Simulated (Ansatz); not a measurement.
SnSe2 (2H monolayer) under strain

A free-standing 2H monolayer of SnSe2, relaxed with r2SCAN in the PAW code Ansatz. The sheet's in-plane cell has a = 3.760 Å, b = 3.760 Å (γ = 120.0°), and its outermost atoms lie 3.41 Å apart along the normal. Sn is surrounded by 6 Se at 2.76 Å; Se is surrounded by 3 Sn at 2.76 Å.

The axes x, y and z are those of this cell:
```yaml
crystal:
  lattice:
    - [3.75991, 0.00000, 0.00000]
    - [-1.87995, 3.25617, 0.00000]
    - [0.00000, 0.00000, 30.53192]
  atoms:
    - { symbol: Sn, position: [0.33333, 0.66667, 0.29477] }
    - { symbol: Se, position: [0.66667, 0.33333, 0.35060] }
    - { symbol: Se, position: [0.66667, 0.33333, 0.23895] }
```
Two periodic directions, a and b.

Unstrained: HSE06 gives an indirect gap of 0.621 eV, from Γ to M; the least direct gap is 1.162 eV at Γ. Meshes: HSE06 6×6×1. Strains are changes of length per length. After each strain the atoms were relaxed again with r2SCAN within the symmetry that the strain leaves, so tilts or polar shifts that break it weren't tested; points keep the names that they have in the unstrained zone. No spin polarisation. The prototype was imposed, so other structures may be more stable.

Changes of the least gap in eV (an overlap counts as a negative gap):
```csv
strain,area change (%),space group,HSE06
in-plane biaxial +1.5 %,+3.0,–,+0.043
in-plane biaxial -3.0 %,-5.9,–,-0.164
uniaxial -2.0 % along y,-2.0,–,-0.166
```

In-plane biaxial +1.5 %. HSE06: the gap goes from 0.621 to 0.664 eV (+0.043 eV). For HSE06, dE_g/d ln A = 1.5 eV over this step.

In-plane biaxial -3.0 %. HSE06: the gap goes from 0.621 to 0.457 eV (-0.164 eV). For HSE06, dE_g/d ln A = 2.7 eV over this step.

Uniaxial -2.0 % along y, other directions held. HSE06: the gap goes from 0.621 to 0.455 eV (-0.166 eV); the M points, equivalent before, split by 100 meV, and the conduction bottom lies at those like (0, 1/2, 0).

No spin-orbit coupling is included; it can move band edges with weight on the heavy atoms by tenths of an eV.

The meshes of the hybrids are coarse, so their gaps aren't converged to the digits shown.
